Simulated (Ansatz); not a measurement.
Ta (bcc type), DFT, PBE, all-electron PAW with datasets made for the crystal, scalar-relativistic (Ansatz 0.2.0), on 1 thread of Intel(R) Xeon(R) Platinum 8488C (Sapphire Rapids) (shared host).

Command: `ansatz run input.yaml --threads 1 --pin off --max-ram 2048MiB --backend cpu --events-out ev --progress --plain --runs-dir out`

```yaml
crystal:
  lattice:
    - [-1.6148967018, 1.6148967018, 1.6148967018]
    - [1.6148967018, -1.6148967018, 1.6148967018]
    - [1.6148967018, 1.6148967018, -1.6148967018]
  atoms:
    - { symbol: Ta, position: [0.0, 0.0, 0.0] }
kpoints:
  mp_grid: { grid: [16, 16, 16] }
scf:
  occupations: { method: fermi_dirac, width: 0.05 }
hamiltonian:
  xc: pbe
  pseudopotentials: { kind: all_electron, datasets: crystal }
output:
  forces: true
  stress: true
  eigenvalues: true
```

Task: How large is the problem that the program sets up?

Result: 145 irreducible k-points, 141 plane waves at Γ, 11 bands.

Task: About how long does it take, and how much memory?

Result: 9.5 s of wall time for 7 SCF iterations, with a peak of 0.53 GiB. Times on shared machines scatter by tens of per cent.
